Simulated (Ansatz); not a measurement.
A relaxed structure of SnO$_{2}$. Space group P4₂/mnm (No. 136), rutile type. All values below come from PBE (plane waves to 420 eV, PAW, scalar-relativistic; Ansatz, a first-principles code).

```xyz
6
Lattice="4.8276 0.0000 0.0000 0.0000 4.8276 0.0000 0.0000 0.0000 3.2378" Properties=species:S:1:pos:R:3 pbc="T T T"
Sn     2.4138     2.4138     1.6189
Sn     0.0000     0.0000     0.0000
O      3.8939     3.8939     1.6189
O      1.4801     3.3475     0.0000
O      3.3475     1.4801     0.0000
O      0.9337     0.9337     1.6189
```

Predict the band gap from PBE.

0.68 eV, direct at Γ (no spin-orbit coupling).

No spin polarisation in the result.

Measured for SnO2: a 4.73735 Å (room temperature; as listed in Zenji Hiroi, Progress in Solid State Chemistry (2015)); c 3.1864 Å (room temperature; as listed in Zenji Hiroi, Progress in Solid State Chemistry (2015)); gap 3.6 eV (0 K or low temperature; as listed in Wei Chen et al., Physical Review Materials (2018)). Computed minus measured — a: PBE +1.9 %; c: PBE +1.6 %; gap: PBE -2.92 eV. The computed values are for a static lattice, and a measured gap can be an optical one, lowered by exciton binding.

The run could not lose the symmetry of its start; a randomly shaken copy of 12 atoms returns to this structure.
